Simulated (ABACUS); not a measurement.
ABACUS run on GeRh (Pnma, 8 atoms in the cell; from Materials Project mp-22239, changed as shown): self-consistent single point.

Level of theory: PBEsol, PseudoDojo 0.4 standard norm-conserving PBEsol (tails mended) pseudopotentials (plane waves; ABACUS).

The change in words: lattice vector b scaled by 0.98. Reference geometry (Pnma):
```xyz
8
Lattice="5.7862 0.0000 0.0000 0.0000 3.3598 0.0000 0.0000 0.0000 6.5866" Properties=species:S:1:pos:R:3 pbc="T T T"
Ge     4.6767     2.5198     2.8746
Ge     1.1094     0.8399     3.7120
Ge     4.0025     0.8399     6.1679
Ge     1.7836     2.5198     0.4187
Rh     5.7598     2.5198     5.2471
Rh     0.0264     0.8399     1.3396
Rh     2.9195     0.8399     1.9537
Rh     2.8667     2.5198     4.6329
```

Reference input (self-consistent single point, DFT, PBEsol, plane waves, PseudoDojo 0.4 standard norm-conserving PBEsol (tails mended) pseudopotentials): KPT = Gamma 3 4 2 0 0 0; basis_type = pw; ecutwfc = 88 Ry; smearing_method = gaussian; smearing_sigma = 0.00367493 Ry; potentials = PseudoDojo 0.4 standard norm-conserving PBEsol (tails mended); symmetry = 1; symmetry_prec = 1e-05; ks_solver = dav_subspace; scf_nmax = 100; scf_thr = 1.0e-09 Ry; mixing_type = broyden. This run's input differs from it in these lines:

```diff
@@ -27,3 +27,3 @@
   10.9342463749    0.0000000000    0.0000000000
-   0.0000000000    6.3490791568    0.0000000000
+   0.0000000000    6.2220971201    0.0000000000
    0.0000000000    0.0000000000   12.4469645788
```

Output (repeated stretches shortened):

```
 SELF-CONSISTENT
 -------------------------------------------
                                 init_chg = atomic

 PW ALGORITHM --------------- ION=   1  ELEC=   1--------------------------------

 Notice: Threshold on eigenvalues was too large.

 Density error is 0.540051124784
                          Error Threshold = 0.000439143418743
 E_KohnSham     -1651.3787187867     -22468.1601314381
 E_Fermi        1.2753678878         17.3522703200

 PW ALGORITHM --------------- ION=   1  ELEC=   2--------------------------------

 Density error is 2.26775813465
                          Error Threshold = 0.000435525100632
   [... lines left out ...]

 Density error is 1.8902859531e-08
                          Error Threshold = 8.02933054283e-11
 E_KohnSham     -1651.6539450738     -22471.9047771831
 E_Fermi        1.2317812893         16.7592442236

 PW ALGORITHM --------------- ION=   1  ELEC=   9--------------------------------

 Density error is 4.20999208812e-10
                          Error Threshold = 1.52442415573e-11
 E_KohnSham     -1651.6539450776     -22471.9047772350
 E_KS(sigma->0) -1651.6534227654     -22471.8976708117
 E_entropy(-TS) -0.0010446246        -0.0142128467
 E_Fermi        1.2317844230         16.7592868611
 charge density convergence is achieved
 final etot is -22471.904777 eV
 EFERMI = 16.759286861 eV

 STATE ENERGY(eV) AND OCCUPATIONS    NSPIN == 1
   [... 72 lines left out ...]

 TOTAL-FORCE (eV/Angstrom)
                       Ge1        -0.1893872081         0.0000000000        -0.0986875618
                       Ge2         0.1893872081         0.0000000000         0.0986875618
                       Ge3         0.1893872081         0.0000000000        -0.0986875618
                       Ge4        -0.1893872081         0.0000000000         0.0986875618
                       Rh1         0.0621031704         0.0000000000         0.1399079685
                       Rh2        -0.0621031704         0.0000000000        -0.1399079685
                       Rh3        -0.0621031704         0.0000000000         0.1399079685
   [... lines left out ...]

 TOTAL-STRESS (KBAR)
      -109.3996016702         0.0000000000         0.0000000000
         0.0000000000       -45.8638915562         0.0000000000
         0.0000000000         0.0000000000      -114.6242010358
 TOTAL-PRESSURE: -89.962565 KBAR

 --------------------------------------------
 !FINAL_ETOT_IS -22471.9047772350459127 eV
 --------------------------------------------
```

The run converged in 9 iterations. Against the reference run the free energy goes down by 11.7 meV/atom, the pressure goes from -11.58 to -9.00 GPa and the largest force goes from 0.376 to 0.214 eV/Å.

The structure comes from a collection of computed structures, made at another level of theory; the collection holds predicted forms beside known ones. Its lattice was then scaled. No clean gap shows at this smearing width and mesh (spacing up to 0.48 Å⁻¹); the mesh is coarse for partly filled bands, so the values carry mesh errors.

Cost on one core: about 4 core-minutes (a rough figure).

“Tails mended”: in these copies of the files the far tail of each local potential was reset to the Coulomb form.
